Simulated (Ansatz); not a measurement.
RhPb in space group P6/mmm (No. 191; Rh on 3f, Pb on 2d, Pb on 1a) at seven volumes, DFT-LDA in the program Ansatz with PAW potentials, shape and atoms relaxed at each. One row is withheld.

```csv
V (Å³/atom),P (GPa)
18.252,16.98
18.853,?
19.455,4.64
20.057,-0.01
20.659,-3.85
21.260,-7.04
21.862,-9.67
```

Fit the shown pressures and predict the withheld one.

Third-order Birch–Murnaghan: P = (3/2)B₀(x^(7/2) − x^(5/2))[1 + (3/4)(B′ − 4)(x − 1)] with x = (V₀/V)^(2/3). Least squares on the six rows gives V₀ = 20.056 Å³/atom, B₀ = 140.6 GPa, B′ = 5.25. At V = 18.853, x = 1.0421 and P = 10.23 GPa. The run itself gave 10.23 GPa.

The first step of the workflow began from a Materials Project structure, measured or hypothetical; the Crystallography Open Database files this formula in space group No. 191, but the cells were not matched. Its standing as an ambient phase is unchecked. The cell was relaxed with LDA under the symmetry of its start. At this level the phase is dynamically unstable (imaginary phonons). The run is not spin-polarised. Spin–orbit coupling is left out wherever it is not named.

Potentials: the later of the program's two PAW sets.
